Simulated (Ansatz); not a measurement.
## GaP (F-43m): bands, slopes and optics on a fine k mesh

Level of theory: LDA, all-electron LAPW in Ansatz 0.2.0, scalar-relativistic.

The cell comes from a PAW relaxation under the same functional.

Command line:

```sh
ansatz run input.yaml --threads 1 --pin off --max-ram 3072MiB --backend cpu --events-out ev --progress --plain --runs-dir out
```

Input:

```yaml
crystal:
  lattice:
    - [0.0, 2.69566667083, 2.69566667083]
    - [2.69566667083, 0.0, 2.69566667083]
    - [2.69566667083, 2.69566667083, 0.0]
  atoms:
    - { symbol: Ga, position: [0.0, 0.0, 0.0] }
    - { symbol: P, position: [0.75, 0.75, 0.75] }
kpoints:
  mp_grid: { grid: [8, 8, 8] }
scf:
  occupations: { method: fixed }
hamiltonian:
  xc: lda
  pseudopotentials: { kind: all_electron, lapw: { basis_error: 0.001 } }
output:
  forces: true
  stress: true
  eigenvalues: true
  eigenstates:
    nscf_kmesh: { grid: [12, 12, 12] }
    de_dk: true
    e_range: [-9, 11.39938510838]
  optics:
    e_range: [0, 30]
    de: 0.2
    sigma: 0.15
    bands: { spectra_wanted_up_to: 30 }
    nscf_kmesh: { grid: [12, 12, 12] }
checkpoint:
  write: ck
  write_wavefunctions: false
```

The program printed:

```
Warning: RAYON_NUM_THREADS=1 ignored (pool sized by the plan → 1); use --threads N
LAPW: plane waves up to 8.679 Å⁻¹, error target 1.0e-3 eV per atom; small_component_spin mean_spin; P in spheres of 1.050 Å, 13 of its electrons in bands, Dirac shells []; Ga in spheres of 1.284 Å, 21 of its electrons in bands, ...
Engine: ansatz 0.2.0, aarch64-unknown-linux-gnu
Pseudopotentials: kind: all_electron
Pseudopotential: Ga, LAPW, valence charge 21, lapw/all_electron/scalar/gaussian/Ga, Koelling and Harmon's equation, gaussian nucleus
Pseudopotential: P, LAPW, valence charge 13, lapw/all_electron/scalar/gaussian/P, Koelling and Harmon's equation, gaussian nucleus
Functional definition: SPW92
  exchange = slater_x
  correlation = pw_c
davidson cushion auto → on  (no smearing: the cushion is to keep the highest requested band from converging to the state above it; pin scf.eigensolver.cushion to override)
Crystal: 2 atoms, lattice volume = 39.177 Å³
Basis set: ecut = 286.99928343796677 eV, 411 PW (Γ), exchange–correlation at level 2
Bands: 21, of which v1, the nominal top of the filled ones, is band 17 counted from 1 (16 counted from 0)
Symmetry: 24 space group operations
Space group: F-43m (ITA 216), of the structure as read, at distance tolerance 3.4e-5 Å
k-points: 29 of 512 (time reversal used)
Non-local potential: Ga, projectors of the file, none
Non-local potential: P, projectors of the file, none
Initial density: superposition of atomic densities (chi_scale 0.1, normalization cell, long waves kept (reshape's long-wave potential 0.00 eV rms))
Initial wavefunctions: plane waves of lowest kinetic energy (no species holds an atomic orbital)
Functional: x = slater, c = lda
iter 1 solved again at ethr=2.36e-3 eV; its pass at ethr=1.00e-1 eV (dr2=8.03e-1 eV) is discarded
SCF iter   1: F=—  HF=-62104.400837 eV  |F-HF|=—  |Δ(HF+E_count)|=         —  Δρ=3.95e-2  dr2=8.05e-1  ethr=2.36e-3  ⟨swp⟩=2.0  Hψ=4160  notcnv=0
[... 1 lines left out ...]
iter 2 solved again at ethr=2.29e-4 eV; its pass at ethr=2.36e-3 eV (dr2=7.79e-2 eV) is discarded
SCF iter   2: F=—  HF=-62104.121184 eV  |F-HF|=—  |Δ(HF+E_count)|=   2.80e-1  Δρ=1.53e-2  dr2=7.79e-2  ethr=2.29e-4  ⟨swp⟩=2.0  Hψ=3264  notcnv=0
SCF iter   3: F=—  HF=-62104.086585 eV  |F-HF|=—  |Δ(HF+E_count)|=   3.46e-2  Δρ=6.75e-3  dr2=1.35e-2  ethr=2.29e-4  ⟨swp⟩=2.1  Hψ=1777  notcnv=0
SCF iter   4: F=—  HF=-62104.079190 eV  |F-HF|=—  |Δ(HF+E_count)|=         —  Δρ=2.13e-3  dr2=1.62e-3  ethr=3.96e-5  ⟨swp⟩=2.0  Hψ=1774  notcnv=0
the basis was enlarged: its passes take 71.0 KiB over the memory plan, 1 of 1 planned eigensolver slots
SCF iter   5: F=—  HF=-62104.078233 eV  |F-HF|=—  |Δ(HF+E_count)|=   9.58e-4  Δρ=3.30e-4  dr2=2.40e-5  ethr=4.77e-6  ⟨swp⟩=2.9  Hψ=1818  notcnv=0
SCF iter   6: F=—  HF=-62104.078225 eV  |F-HF|=—  |Δ(HF+E_count)|=   7.82e-6  Δρ=3.44e-5  dr2=2.68e-7  ethr=7.07e-8  ⟨swp⟩=2.9  Hψ=1822  notcnv=0
SCF iter   7: F=—  HF=-62104.078225 eV  |F-HF|=—  |Δ(HF+E_count)|=   8.58e-8  Δρ=2.40e-6  dr2=1.38e-9  ethr=7.89e-10  ⟨swp⟩=3.0  Hψ=1900  notcnv=0
SCF iter   8: F=—  HF=-62104.078225 eV  |F-HF|=—  |Δ(HF+E_count)|=  2.33e-10  Δρ=2.70e-7  dr2=2.34e-11  ethr=4.07e-12  ⟨swp⟩=3.0  Hψ=1960  notcnv=0
SCF iter   9: F=-62104.078225 eV  HF=-62104.078225 eV  |F-HF|=5.09e-11  |Δ(HF+E_count)|=  4.37e-11  Δρ=1.88e-8  dr2=2.24e-13  ethr=2.18e-12 (applied; sched 1.00e-12)  ⟨swp⟩=2.0  Hψ=1774  notcnv=0
SCF 1 converged in 9 iterations: F = -62104.078225 eV  dr2 = 2.24e-13
NSCF: frozen V_eff on 72 k-points
NSCF: frozen V_eff on 1 k-points
NSCF: frozen V_eff on 72 k-points
SCF converged after 9 iterations
Free energy (F): -62104.078225 eV
Harris-Foulkes:  -62104.078225 eV  (|F-HF|=5.09e-11)
Internal energy: -62104.078225 eV  (E = F + TS)
E sigma→0 (E₀):  -62104.078225 eV
Fermi energy:    8.760531 eV
--- Per-component energies (eV) ---
  E_band       = -1781.643891
  E_kinetic    = 63146.889244
  E_xc         = -2584.034841
  E_electrostatic = -122666.932628  (all electrons and nuclei)
  E_smearing   = -0.000000  (= −TS)
  E_closure    = 0.000000  (closes the sum)
  Σ components = -62104.078225   (vs F -62104.078225, Δ=0.00e0)
  Basis errors (estimates in eV, not in F): energy 4.5e-4 per atom: plane waves 4.1e-4 (2.4e-4 summed), levels above the bands 0.0e0, relativity 3.8e-9, radial functions 3.8e-5, core shells 1.5e-10; eigenvalues (radial functions ...
--- Forces (eV/Å), atoms counted from 1 ---
  atom   1  Ga     0.00000000    -0.00000000     0.00000000
  atom   2  P     -0.00000000     0.00000000    -0.00000000
  max |Σ_I F_I| component: 2.08e-17 eV/Å
--- Stress (GPa, compression-positive) ---
        0.013027      -0.000000      -0.000000
       -0.000000       0.013027       0.000000
       -0.000000       0.000000       0.013027
  P = ⅓ Tr σ = 0.0130 GPa (0.130 kbar)
--- Fermi surface from the table of eigenstates not read: on its mesh, or on one of the eight of every second point, the electrons fill whole bands (an insulator's do; a metal wants a denser output.eigenstates.nscf_kmesh) ---
```

The run converged.

Head of optics.tsv:

```
# E[eV]	eps2_xx	eps2_yy	eps2_zz	eps2_xy	eps2_xz	eps2_yz	eps1_xx	eps1_yy	eps1_zz	eps1_xy	eps1_xz	eps1_yz	loss_summed_bands_xx	loss_summed_bands_yy	loss_summed_bands_zz
# format = ansatz-optics/6
# eps_inf(xx yy zz) = 11.441848 11.441848 11.441848
# eps_inf_bands = summed_not_served
# eps_inf_summed_bands(xx yy zz) = 11.441848 11.441848 11.441848
# k_sum = mesh_points (the levels between the k-points could not be solved for (on LAPW and under a meta-GGA on two components they never are), or show one that a k-point
# eps_inf_relative_error = 0.0156
# f_sum_n_eff(xx yy zz) = 13.033158 13.033158 13.033158 of n_electrons = 34.000000
# loss_f_sum_n_eff(xx yy zz) = 13.033158 13.033158 13.033158
# perfect_screening_sum(xx yy zz) = 0.912602 0.912602 0.912602
# perfect_screening_sum_on_rows(xx yy zz) = 0.910625 0.910625 0.910625
# n_bands = 60
# n_bands_set_by = photon_energy
# valid_up_to_ev = 47.056266
# least_direct_gap_ev = 1.877449e0 at k(fractional) = 0.000000 0.000000 0.000000, k_point = 0, channel = 0, bands = 16 17 (counted from 0)
# evaluated_top_ev = 222.800000
```

Head of eigenstates.tsv:

```
# spin	ik	k_frac_1	k_frac_2	k_frac_3	k_cart_x_inv_ang	k_cart_y_inv_ang	k_cart_z_inv_ang	n_plane_waves	band	set	set_size	e_ev	residual_ev	de_dk_x_ev_times_ang	de_dk_y_ev_t
# format = ansatz-eigenstates/6
# source = nscf_kmesh_points
# nscf_kmesh_grid = 12 12 12
# nscf_kmesh_shift = 0 0 0
# n_kpoints = 72
# n_rows = 504
# fermi_ev = 8.760531015012745e0
# fermi_mp_grid = 8 8 8
# fermi_mp_shift = 0 0 0
# fermi_n_kpoints = 29
# fermi_n_bands = 21
# fermi_largest_filled_residual_ev = 5.820885472804806e-7
# vbm_ev = 8.760531015012745e0
# cbm_ev = 1.0192419465898451e1
# band_edge_residuals_ev = 1.4734145232158717e-7 1.1819275901722621e-6
# n_electrons = 3.4e1
# occupation_method = fixed
# xc_rung = lda
# e_minus_fermi_range_ev = -9e0 1.139938510838e1
# overlap = augmented
# smooth_dims = 24 24 24
# scf_smooth_dims = 24 24 24
# fft_grid_basis = 1 0 0 0 1 0 0 0 1
# n_bands_solved = 25
# n_bands_printed_max = 21
# set_resolution_ev = 4.403506162896945e-6
# degenerate_levels = group_imposed
```

**Optical constants**

Independent-particle optical response of a crystal from Kohn-Sham bands on the fine mesh, no local fields or excitons; Cartesian axes as in the input; normal incidence from vacuum, light polarised along x.

| Property | Result |
| --- | --- |
| Fine mesh | 12, 12, 12 |
| Line width | 0.15 eV |
| Further gaussian width | 0.3 eV |

| photon energy (eV) | refractive index | extinction | reflectivity | loss function | absorption (×10⁵ cm⁻¹) |
| --- | --- | --- | --- | --- | --- |
| 0.6 | 3.429 | 0 | 0.3008 | 0 | 0 |
| 1.2 | 3.564 | 0.005 | 0.3156 | 0.0002 | 0.006 |
| 1.8 | 3.845 | 0.065 | 0.3449 | 0.0023 | 0.119 |
| 2.4 | 4.352 | 0.45 | 0.3966 | 0.0107 | 1.096 |
| 3 | 4.329 | 1.158 | 0.4177 | 0.0249 | 3.52 |
| 3.6 | 4.521 | 1.605 | 0.453 | 0.0274 | 5.855 |
| 4.2 | 4.363 | 3 | 0.5379 | 0.0333 | 12.77 |
| 4.8 | 3.008 | 3.342 | 0.5582 | 0.0492 | 16.26 |
| 5.4 | 2.219 | 3.541 | 0.6124 | 0.0515 | 19.38 |
| 6 | 1.366 | 3.03 | 0.6303 | 0.0678 | 18.43 |
| 6.6 | 1.267 | 2.633 | 0.5803 | 0.0915 | 17.61 |
| 7.2 | 0.878 | 2.557 | 0.6511 | 0.084 | 18.66 |
| 7.8 | 0.686 | 2.135 | 0.6292 | 0.1158 | 16.88 |
| 8.4 | 0.617 | 1.895 | 0.6025 | 0.1482 | 16.14 |
| 9 | 0.625 | 1.767 | 0.5664 | 0.1789 | 16.12 |
| 9.6 | 0.486 | 1.66 | 0.6083 | 0.1803 | 16.15 |
| 10.2 | 0.454 | 1.505 | 0.5853 | 0.2237 | 15.56 |
| 10.8 | 0.338 | 1.4 | 0.6393 | 0.2201 | 15.32 |
| 11.4 | 0.318 | 1.238 | 0.6107 | 0.2953 | 14.3 |
| 12 | 0.269 | 1.13 | 0.627 | 0.3343 | 13.74 |
| 12.6 | 0.26 | 0.996 | 0.597 | 0.461 | 12.72 |
| 13.2 | 0.223 | 0.912 | 0.617 | 0.5226 | 12.21 |
| 13.8 | 0.208 | 0.768 | 0.5941 | 0.7975 | 10.74 |
| 14.4 | 0.232 | 0.664 | 0.5266 | 1.256 | 9.698 |
| 15 | 0.21 | 0.59 | 0.536 | 1.612 | 8.971 |
| 15.6 | 0.194 | 0.42 | 0.5158 | 3.556 | 6.641 |
| 16.2 | 0.328 | 0.282 | 0.2881 | 5.288 | 4.625 |
| 16.8 | 0.436 | 0.26 | 0.181 | 3.413 | 4.422 |
| 17.4 | 0.455 | 0.277 | 0.1707 | 3.136 | 4.885 |
| 18 | 0.481 | 0.189 | 0.1369 | 2.55 | 3.448 |
| 18.6 | 0.569 | 0.182 | 0.0877 | 1.624 | 3.427 |
| 19.2 | 0.586 | 0.205 | 0.0836 | 1.621 | 3.997 |
| 19.8 | 0.59 | 0.166 | 0.0765 | 1.389 | 3.339 |
| 20.4 | 0.611 | 0.166 | 0.0683 | 1.264 | 3.439 |
| 21 | 0.622 | 0.129 | 0.0602 | 0.9835 | 2.743 |
| 21.6 | 0.655 | 0.094 | 0.0465 | 0.6408 | 2.053 |
| 22.2 | 0.693 | 0.093 | 0.0357 | 0.5378 | 2.088 |
| 22.8 | 0.711 | 0.089 | 0.0312 | 0.4814 | 2.062 |
| 23.4 | 0.73 | 0.072 | 0.026 | 0.3627 | 1.708 |
| 24 | 0.759 | 0.073 | 0.0205 | 0.3273 | 1.771 |
| 24.6 | 0.773 | 0.077 | 0.0182 | 0.3264 | 1.916 |
| 25.2 | 0.781 | 0.075 | 0.0168 | 0.3071 | 1.905 |
| 25.8 | 0.796 | 0.064 | 0.0141 | 0.2507 | 1.675 |
| 26.4 | 0.816 | 0.072 | 0.0118 | 0.26 | 1.918 |
| 27 | 0.817 | 0.072 | 0.0117 | 0.2601 | 1.969 |
| 27.6 | 0.831 | 0.072 | 0.0101 | 0.2479 | 2.017 |
| 28.2 | 0.823 | 0.073 | 0.011 | 0.2592 | 2.101 |
| 28.8 | 0.839 | 0.064 | 0.0089 | 0.2144 | 1.867 |
| 29.4 | 0.835 | 0.064 | 0.0093 | 0.2191 | 1.921 |
| 30 | 0.844 | 0.05 | 0.0079 | 0.1666 | 1.534 |

### Optical peaks

Highest local maxima between 0.6 eV and the top less 1.5 eV.

```json
{
  "Fine mesh": "12, 12, 12",
  "Window top": "30 eV",
  "Line width": "0.15 eV",
  "Further gaussian width": "0.3 eV",
  "Highest loss peak energy x": "16.01 eV",
  "Highest loss peak height x": "5.873",
  "Highest eps2 peak energy x": "4.294 eV",
  "Highest eps2 peak height x": "26.18",
  "Dielectric electronic (x, y, z)": "11.44, 11.44, 11.44"
}
```

### Dielectric function

| Item | Value |
| --- | --- |
| Fine mesh | 12, 12, 12 |
| Line width | 0.15 eV |
| Further gaussian width | 0.3 eV |

```tsv
photon energy (eV)	dielectric real xx	dielectric imag xx
1.8	14.78	0.502
3.6	17.87	14.51
5.4	-7.615	15.72
7.2	-5.768	4.491
9	-2.732	2.207
10.8	-1.845	0.947
12.6	-0.925	0.518
14.4	-0.388	0.308
16.2	0.028	0.185
18	0.196	0.182
19.8	0.321	0.196
21.6	0.42	0.123
23.4	0.528	0.105
25.2	0.605	0.117
27	0.662	0.118
28.8	0.699	0.107
```

Limits of these numbers: no spin-orbit coupling on heavy atoms; semilocal gaps are low, and what follows the gap (onsets, screening, light masses) shifts with it; filled d bands lie too high at this level, so their transitions start too early; spectra summed at the mesh points alone.

Time and hardware: 47 s on 1 thread of Arm Neoverse V2, on a shared host, peak memory 0.33 GiB.
